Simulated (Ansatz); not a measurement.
Ansatz (a program for electronic structure) input:

Ansatz 0.2 input:
```yaml
crystal:
  lattice:
    - [5.6716269263, -3.3297787378, 0.0]
    - [5.6716269263, 3.3297787378, 0.0]
    - [0.0, 0.0, 6.5348516343]
  atoms:
    - { symbol: Bi, position: [0.7065240274, 0.7065240274, 0.5] }
    - { symbol: Bi, position: [0.2934759726, 0.2934759726, 0.5] }
    - { symbol: Bi, position: [0.7934759726, 0.7934759726, 0.0] }
    - { symbol: Bi, position: [0.2065240274, 0.2065240274, 0.0] }
    - { symbol: Bi, position: [0.6824917288, 0.3175082712, 0.8348247846] }
    - { symbol: Bi, position: [0.3175082712, 0.6824917287, 0.1651752154] }
    - { symbol: Bi, position: [0.8175082713, 0.1824917288, 0.3348247846] }
    - { symbol: Bi, position: [0.1824917287, 0.8175082713, 0.6651752154] }
kpoints:
  mp_grid: { grid: [10, 10, 9] }
hamiltonian:
  xc: pbesol
  pseudopotentials: { kind: paw }
scf:
  occupations: { method: fermi_dirac, width: 0.1 }
elastic: { mode: relaxed_ion, stencil: two_point, amplitude: 0.005, f_tol: 0.0005 }
```

Output (shortened):

```
Pseudopotentials: kind: paw
Pseudopotential: Bi, paw, valence charge 15
Functional definition: PBEsol
Crystal: 8 atoms, lattice volume = 246.825 Å³
Basis set: ecut = 420 eV, 4797 PW (Γ), exchange–correlation on 90×90×90 points (8 copies of the dense FFT grid, shifted against one another)
Bands: 72, of which v1, the nominal top of the filled ones, is band 60 counted from 1 (59 counted from 0)
Symmetry: 8 space group operations
Space group: Cmce (ITA 64), of the structure as read, at distance tolerance 6.3e-5 Å
k-points: 155 of 900
PAW frozen core: Bi, regenerated for the run's functional, and the local potential with it
Initial wavefunctions: pseudopotential atomic-orbital guess
Eigensolver: davidson
Functional: x = pbesol(κ = 0.804, μ = 0.12345679012345678), c = pbesol(β = 0.046)
all-band conjugate gradients solve this SCF's bands
SCF 1 converged in 12 iterations: F = -97935.753784 eV  dr2 = 2.21e-14
relax step   1: F+E_penalty+E_count = -97935.75378401 eV  Δ(F+E_penalty+E_count) = +0.000e0 eV  max|allowed force component| = 1.327e-2 eV/Å  Δτ_max = 0.0000 Å  (12 SCF iters, accepted)
Crystal: 8 atoms, lattice volume = 246.825 Å³
Initial density: handed on by an earlier stage of this run
Initial wavefunctions: pseudopotential atomic-orbital guess (no wavefunctions were taken with the density)
SCF 2 converged in 12 iterations: F = -97935.754094 eV  dr2 = 4.14e-14
relax step   2: F+E_penalty+E_count = -97935.75409392 eV  Δ(F+E_penalty+E_count) = -3.099e-4 eV  max|allowed force component| = 8.766e-3 eV/Å  Δτ_max = 0.0059 Å  (12 SCF iters, accepted)
density extrapolation: transplant  |δρ|_rms = 6.950e-3 e/Å³  SAD shift = 2.863e-2 e/Å³
Crystal: 8 atoms, lattice volume = 246.825 Å³
Initial wavefunctions: those handed on with the density
SCF 3 converged in 10 iterations: F = -97935.754510 eV  dr2 = 1.95e-14
relax step   3: F+E_penalty+E_count = -97935.75451003 eV  Δ(F+E_penalty+E_count) = -4.161e-4 eV  max|allowed force component| = 6.431e-3 eV/Å  Δτ_max = 0.0228 Å  (10 SCF iters, accepted)
density extrapolation: transplant  |δρ|_rms = 6.920e-3 e/Å³  SAD shift = 4.386e-3 e/Å³
Crystal: 8 atoms, lattice volume = 246.825 Å³
SCF 4 converged in 9 iterations: F = -97935.754549 eV  dr2 = 1.50e-14
relax step   4: F+E_penalty+E_count = -97935.75454904 eV  Δ(F+E_penalty+E_count) = -3.900e-5 eV  max|allowed force component| = 2.605e-3 eV/Å  Δτ_max = 0.0025 Å  (9 SCF iters, accepted)
density extrapolation: transplant  |δρ|_rms = 6.925e-3 e/Å³  SAD shift = 4.246e-3 e/Å³
Crystal: 8 atoms, lattice volume = 246.825 Å³
SCF 5 converged in 9 iterations: F = -97935.754544 eV  dr2 = 9.26e-15
relax step   5: F+E_penalty+E_count = -97935.75454403 eV  Δ(F+E_penalty+E_count) = +5.007e-6 eV  max|allowed force component| = 3.499e-3 eV/Å  Δτ_max = 0.0028 Å  (9 SCF iters, rejected (line search))
[...]
Crystal: 8 atoms, lattice volume = 246.823 Å³
SCF 50 converged in 8 iterations: F = -97935.754275 eV  dr2 = 3.19e-14
relax step   4: F+E_penalty+E_count = -97935.75427484 eV  Δ(F+E_penalty+E_count) = -4.105e-6 eV  max|allowed force component| = 4.326e-4 eV/Å  Δτ_max = 0.0018 Å  (8 SCF iters, accepted)
Crystal: 8 atoms, lattice volume = 246.823 Å³
SCF 51 converged in 2 iterations: F = -97935.754275 eV  dr2 = 4.06e-14
Crystal: 8 atoms, lattice volume = 246.823 Å³
SCF 52 converged in 11 iterations: F = -97935.754201 eV  dr2 = 7.44e-14
relax step   1: F+E_penalty+E_count = -97935.75420102 eV  Δ(F+E_penalty+E_count) = +0.000e0 eV  max|allowed force component| = 4.510e-3 eV/Å  Δτ_max = 0.0000 Å  (11 SCF iters, accepted)
density extrapolation: transplant  |δρ|_rms = 6.924e-3 e/Å³  SAD shift = 1.520e-2 e/Å³
Crystal: 8 atoms, lattice volume = 246.823 Å³
SCF 53 converged in 9 iterations: F = -97935.754276 eV  dr2 = 4.98e-14
relax step   2: F+E_penalty+E_count = -97935.75427563 eV  Δ(F+E_penalty+E_count) = -7.461e-5 eV  max|allowed force component| = 2.909e-4 eV/Å  Δτ_max = 0.0096 Å  (9 SCF iters, accepted)
Crystal: 8 atoms, lattice volume = 246.823 Å³
SCF 54 converged in 2 iterations: F = -97935.754276 eV  dr2 = 5.55e-14
SCF converged after 8 iterations
Stability not checked: this state was not tested for a lower state beside it, because too few of the mixer's solves of this state at the end of the SCF gave a …
Free energy (F): -97935.754557 eV
Harris-Foulkes:  -97935.754557 eV  (|F-HF|=2.91e-11)
Internal energy: -97935.609619 eV  (E = F + TS)
E sigma→0 (E₀):  -97935.682088 eV
Entropy (-TS):   -0.144937 eV (-18.117 meV/atom)
Fermi energy:    11.728398 eV
--- Per-component energies (eV) ---
  E_band       = -656.831458
  E_kinetic    = 2422.087404
  E_local      = -11272.720733  (includes V_loc(G=0)·N_el)
  E_nonlocal   = 4494.699481
  E_hartree    = 3576.049175
  E_xc         = -1204.802934
  E_vxc        = -1156.420582  (∫ρ·V_xc dr)
  E_paw        = -84074.835430  (= ΣΔE_a)
  E_vpaw       = -2296.571636  (= ΣTr[D̂ρ^β])
  E_aug_tail   = -0.003721  (compensation charges beyond the density's cutoff)
  E_ewald      = -11876.800877
  E_core_change = 0.718018  (= ΣΔE_core)
  E_smearing   = -0.144937  (= −TS)
  E_closure    = 0.000000  (closes the sum)
  Σ components = -97935.754557   (vs F -97935.754557, Δ=0.00e0)
--- Forces (eV/Å), atoms counted from 1 ---
  atom   1  Bi     0.00000884     0.00000000     0.00000000
  atom   2  Bi    -0.00000884     0.00000000     0.00000000
  atom   3  Bi    -0.00000884     0.00000000     0.00000000
  atom   4  Bi     0.00000884     0.00000000     0.00000000
  atom   5  Bi     0.00000000    -0.00002011    -0.00006331
  atom   6  Bi     0.00000000     0.00002011     0.00006331
  atom   7  Bi     0.00000000     0.00002011    -0.00006331
  atom   8  Bi     0.00000000    -0.00002011     0.00006331
  max |Σ_I F_I| component: 1.39e-17 eV/Å
--- Stress (GPa, compression-positive) ---
       -0.174466       0.000000       0.000000
        0.000000      -0.172271       0.000000
        0.000000       0.000000       0.350678
  P = ⅓ Tr σ = 0.0013 GPa (0.013 kbar)
  The stress holds the Pulay correction. Without it, at fixed plane waves, as pw.x and ABINIT print it: P = -0.0280 GPa
  The stress includes an estimate of the error left by incomplete SCF convergence (largest component  0.0000 GPa; it does not cover the PAW one-centre terms).
--- Band table (eV; the first three rows and the last of 155) ---
  k-point 0: bands = ["-11.3110", "-11.2961", "-11.2917", "-11.2804", "-11.2735", "-11.2693", "-11.2686", "-11.2684", "-11.2490", "-11.2432", "-11.2190", "-11.2028", "-11.2003", "-11.1978", "-11.1861", "-11.1830", "-11.1815", "-11.1771", "-11.1767", …
  k-point 1: bands = ["-11.3199", "-11.2987", "-11.2860", "-11.2810", "-11.2732", "-11.2688", "-11.2659", "-11.2648", "-11.2468", "-11.2434", "-11.2200", "-11.2074", "-11.2043", "-11.1890", "-11.1861", "-11.1860", "-11.1794", "-11.1793", "-11.1760", …
  k-point 2: bands = ["-11.3304", "-11.3113", "-11.2806", "-11.2756", "-11.2698", "-11.2677", "-11.2616", "-11.2598", "-11.2421", "-11.2403", "-11.2272", "-11.2123", "-11.2045", "-11.1976", "-11.1861", "-11.1845", "-11.1779", "-11.1761", "-11.1696", …
  k-point 154: bands = ["-11.3349", "-11.3306", "-11.2824", "-11.2808", "-11.2743", "-11.2684", "-11.2516", "-11.2510", "-11.2463", "-11.2363", "-11.2275", "-11.2215", "-11.2201", "-11.2114", "-11.1924", "-11.1882", "-11.1732", "-11.1642", "-11.1552", …
  band table: 72 of 72 bands, residual norms ≤ 1.0e-3 eV
--- Elastic constants: 6 strain directions × 2 members + reference (group order 8) ---
  dense FFT box of the reference and of every strained cell: 45×45×45
  strains applied: 11, 22, 33, 23, 13, 12; error gains …
  reference relaxed by the batch: 6 steps …
  largest displacement 2.6e-2 Å; the constants are those of the deck's cell at these positions:
  atoms:
    - { symbol: Bi, position: [0.7066271913767929, 0.7066271913767929, 0.5] }
    - { symbol: Bi, position: [0.29337280862320725, 0.29337280862320725, 0.5] }
    - { symbol: Bi, position: [0.7933728086232072, 0.7933728086232072, 0.0] }
    - { symbol: Bi, position: [0.20662719137679278, 0.20662719137679278, 0.0] }
    - { symbol: Bi, position: [0.6800001999900978, 0.31999980000990225, 0.8317415722490148] }
    - { symbol: Bi, position: [0.31999980000990225, 0.6800001999900978, 0.16825842775098498] }
    - { symbol: Bi, position: [0.8199998000099022, 0.1800001999900977, 0.33174157224901496] }
    - { symbol: Bi, position: [0.1800001999900977, 0.8199998000099022, 0.6682584277509852] }
  C = ∂σ_k/∂η_j (tension-positive GPa; Voigt order 11 22 33 23 13 12):
        63.203     41.619     41.925      0.000      0.000      0.000
        41.622     70.983     41.049      0.000      0.000      0.000
        42.425     41.588     90.835      0.000      0.000      0.000
         0.000      0.000      0.000     11.361      0.000      0.000
         0.000      0.000      0.000      0.000      8.758      0.000
         0.000      0.000      0.000      0.000      0.000     14.801
  reference stress σ⁰ (GPa):      0.174      0.172     -0.351      0.000      0.000      0.000
  moduli (Voigt/Reuss/Hill, GPa): K = 52.81/51.61/52.21   G = 13.64/12.53/13.09   E = 36.23   ν = 0.384
  mechanically stable: yes (min eigenvalue of sym C = 8.76 GPa)
  strain η (Voigt 11):  stress-route row diagonal C_11 = 63.20 GPa, energy-path curvature d²(F+E_count+ΔE)/dδ²/Ω₀ = 63.18 GPa
         δ    σ_11 (GPa)             F (eV)   n_scf  n_hpsi   n_pw
    -5.000e-3      -0.1494      -97935.7546624       2  112857   4823   relax 3 steps, max|allowed force component| 4.01e-4 eV/Å
     5.000e-3       0.4827      -97935.7520162       2  113353   4874   relax 4 steps, max|allowed force component| 2.28e-5 eV/Å
  strain η (Voigt 22):  stress-route row diagonal C_22 = 70.98 GPa, energy-path curvature d²(F+E_count+ΔE)/dδ²/Ω₀ = 71.01 GPa
         δ    σ_22 (GPa)             F (eV)   n_scf  n_hpsi   n_pw
    -5.000e-3      -0.2018      -97935.7544657       2  113669   4834   relax 3 steps, max|allowed force component| 6.08e-5 eV/Å
     5.000e-3       0.5081      -97935.7519108       2  112809   4875   relax 3 steps, max|allowed force component| 8.29e-5 eV/Å
  strain η (Voigt 33):  stress-route row diagonal C_33 = 90.83 GPa, energy-path curvature d²(F+E_count+ΔE)/dδ²/Ω₀ = 90.84 GPa
         δ    σ_33 (GPa)             F (eV)   n_scf  n_hpsi   n_pw
    -5.000e-3      -0.8232      -97935.7500553       2  113362   4827   relax 2 steps, max|allowed force component| 4.00e-4 eV/Å
     5.000e-3       0.0851      -97935.7555534       2  112913   4877   relax 3 steps, max|allowed force component| 3.86e-5 eV/Å
  strain η (Voigt 23):  stress-route row diagonal C_44 = 11.36 GPa, energy-path curvature d²(F+E_count+ΔE)/dδ²/Ω₀ = 11.41 GPa
         δ    σ_23 (GPa)             F (eV)   n_scf  n_hpsi   n_pw
    -5.000e-3      -0.0568      -97935.7543354       9  314184   4851   relax 4 steps, max|allowed force component| 1.55e-4 eV/Å
     5.000e-3       0.0568      -97935.7543353       7  259839   4851   relax 2 steps, max|allowed force component| 2.95e-4 eV/Å
  strain η (Voigt 13):  stress-route row diagonal C_55 = 8.76 GPa, energy-path curvature d²(F+E_count+ΔE)/dδ²/Ω₀ = 8.81 GPa
         δ    σ_13 (GPa)             F (eV)   n_scf  n_hpsi   n_pw
    -5.000e-3      -0.0438      -97935.7543848       2  184799   4850   relax 3 steps, max|allowed force component| 2.39e-4 eV/Å
     5.000e-3       0.0438      -97935.7543845       2  185147   4850   relax 2 steps, max|allowed force component| 2.72e-4 eV/Å
  strain η (Voigt 12):  stress-route row diagonal C_66 = 14.80 GPa, energy-path curvature d²(F+E_count+ΔE)/dδ²/Ω₀ = 14.75 GPa
         δ    σ_12 (GPa)             F (eV)   n_scf  n_hpsi   n_pw
    -5.000e-3      -0.0740      -97935.7542748       2  194174   4851   relax 4 steps, max|allowed force component| 4.33e-4 eV/Å
     5.000e-3       0.0740      -97935.7542756       2  195447   4851   relax 2 steps, max|allowed force component| 2.91e-4 eV/Å
```

Cost: roughly 2.2 core-hours on shared cores.

The workflow started from a Materials Project entry (that database holds measured and hypothetical structures alike); the Crystallography Open Database copy checked does not list it. It is not the phase usual at ambient conditions (space group No. 166). The cell keeps a stress of up to 0.3 GPa. The cell was relaxed with PBEsol under the symmetry of its start; whether a distortion lowers the energy is not shown. As this level gives no gap, shear constants depend on the k-mesh and smearing (Fermi–Dirac, 0.1 eV here). Axis ratios of metals converge slowly with the k-mesh, so a and c are less sure than the volume. On the denser mesh and wider smearing of the elastic run this cell carries a stress of 0.4 GPa. Scalar-relativistic: spin–orbit coupling is off unless named, which matters more the heavier the elements.

Potentials: the later of the program's two PAW sets.

Ansatz is a plane-wave DFT program.
